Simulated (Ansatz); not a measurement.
Consider the following.

Relaxed PtS₂ (CdI2 type):

```
CELL_PARAMETERS angstrom
      3.55932     0.00000     0.00000
     -1.77966     3.08246     0.00000
      0.00000     0.00000     4.38465
ATOMIC_POSITIONS crystal
  Pt 0.00000 0.00000 0.00000
  S  0.66667 0.33333 0.27120
  S  0.33333 0.66667 0.72880
```

In this cell atom 2 (S, nearest neighbour Pt at 2.374 Å; its periodic images, 3.6 Å or more away, move with it) is moved by u·(1.000, 0.000, 0.000) + v·(0.000, 0.000, 1.000); the rest is frozen.

Computed with PBEsol-D3(BJ) (plane waves to 420 eV, PAW, scalar-relativistic; Ansatz, a quantum-chemistry and plane-wave program). k mesh 12×12×9 (Γ-centred), Fermi-Dirac smearing 0.05 eV. The energy includes the smearing's −TS. Points where atoms come too close for the PAW data are left out (x in tables, blank in figures). With partly filled bands, energies and forces of such displacements shift with the k mesh and the smearing. PtS2 is run without spin polarisation. PtS2 was relaxed with its symmetry unable to fall. Spin-orbit coupling is left out, though Pt is heavy. The PAW data are Ansatz's earlier set. ΔE is measured from the undisplaced structure. Axes are in Å.

The scan covers u from -0.590 to 0.590 Å in 7 points and v from -0.590 to 0.590 Å in 7 points.

Q: In which direction of the plane is the atom held most weakly?

A: Along u.

Q: What are the two principal curvatures of the energy at the centre?

A: 9.7 and 11.8 eV/Å².

(For displaced atoms, the force is minus the slope of the energy, and its curvature is a force constant, which sets phonon frequencies.)
